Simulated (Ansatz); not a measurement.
C:
```
CELL_PARAMETERS angstrom
      2.59236     0.00000     0.00000
     -1.29618     2.24505     0.00000
      0.00000     0.00000     2.78267
ATOMIC_POSITIONS crystal
  C  0.50000 0.00000 0.00000
  C  0.00000 0.50000 0.66667
  C  0.50000 0.50000 0.33333
```

Cartesian axes are those of the cell as given.

Problem. Give the proper piezoelectric stress tensor with relaxed ions from plane-wave PAW PBEsol (Ansatz code).

Solution. In C/m², rows x, y, z, Voigt columns; mesh uncertainty up to 0.01.
```
 0.00   0.00   0.00   0.12   0.00   0.00
 0.00   0.00   0.00   0.00  -0.12   0.00
 0.00   0.00   0.00   0.00   0.00   0.00
```

The elastic tensor of the same run (GPa):

```
1200  88.1  70.7   0.0   0.0   0.0
88.1  1200  70.7   0.0   0.0   0.0
70.7  70.7  1170   0.0   0.0   0.0
 0.0   0.0   0.0   554   0.0   0.0
 0.0   0.0   0.0   0.0   554   0.0
 0.0   0.0   0.0   0.0   0.0   558
```

Problem. Convert to strain constants d = e·S.

Solution. In pC/N:
```
 0.0   0.0   0.0   0.2   0.0   0.0
 0.0   0.0   0.0   0.0  -0.2   0.0
 0.0   0.0   0.0   0.0   0.0   0.0
```

Space group P6_222. The start of the workflow was typed in or built on a structure type; neither database checked (COD, Materials Project) lists it. It is not the phase usual at ambient conditions (space group No. 194, 227). Symmetry was held in the PBEsol relaxation; phonons on a q-mesh show no instability.

Potentials: the later of the program's two PAW sets.
